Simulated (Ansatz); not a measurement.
One crystal and one scan (energy against volume) at two levels, PBE (plane waves to 420 eV, PAW, scalar-relativistic; Ansatz, an electronic-structure program) and PBEsol (plane waves to 420 eV, PAW, scalar-relativistic; Ansatz), each from its own relaxed cell and on its own mesh. The cell shown is that of PBE.

ZnS (zinc blende)

```
ZnS
1.0
    0.00000     2.72172     2.72172
    2.72172     0.00000     2.72172
    2.72172     2.72172     0.00000
S Zn
1 1
Direct
  0.75000   0.75000   0.75000
  0.00000   0.00000   0.00000
```

The volume is varied about the relaxed value V₀ at fixed cell shape. Symmetry pins the atoms to their sites.

Energies are smeared free energies. ZnS was relaxed with its symmetry unable to fall. Percentages come from the unrounded values.

Results of PBE:

| Quantity | Value |
|---|---|
| Lattice constant a (Å) | 5.443 |
| Bulk modulus B₀ (third-order Birch-Murnaghan fit) (GPa) | 69.4 |

What does PBEsol give for the same quantities?


```json
[
 {"quantity": "Lattice constant a (Å)", "PBEsol": "5.357", "PBE − PBEsol": "+0.086 (+1.6 %)"},
 {"quantity": "Bulk modulus B₀ (third-order Birch-Murnaghan fit) (GPa)", "PBEsol": "78.9", "PBE − PBEsol": "-9.5 (-12 %)"}
]
```

PBE gives the higher value for: lattice constant a. PBE gives the lower value for: bulk modulus B₀. For the lattice constant a the reference is 5.41 Å (measured, room temperature or unstated; as given in Martin Albrecht, Beate Paulus, Hermann Stoll, Physical review. B, Condensed matter (1997), arXiv:cond-mat/9706128): it holds thermal shifts, so no verdict is drawn. For the bulk modulus B₀ the reference is 77.1 GPa (measured, room temperature or unstated; as given in Cormac Toher, Corey Oses, Jose J. Plata et al., Physical Review Materials (2017), arXiv:1611.05714): it holds thermal shifts, so no verdict is drawn.  Neither level is exact: the differences show how much the result hangs on the functional.

(Under strain, the slope of the energy per volume gives the stress and its curvature an elastic modulus.)
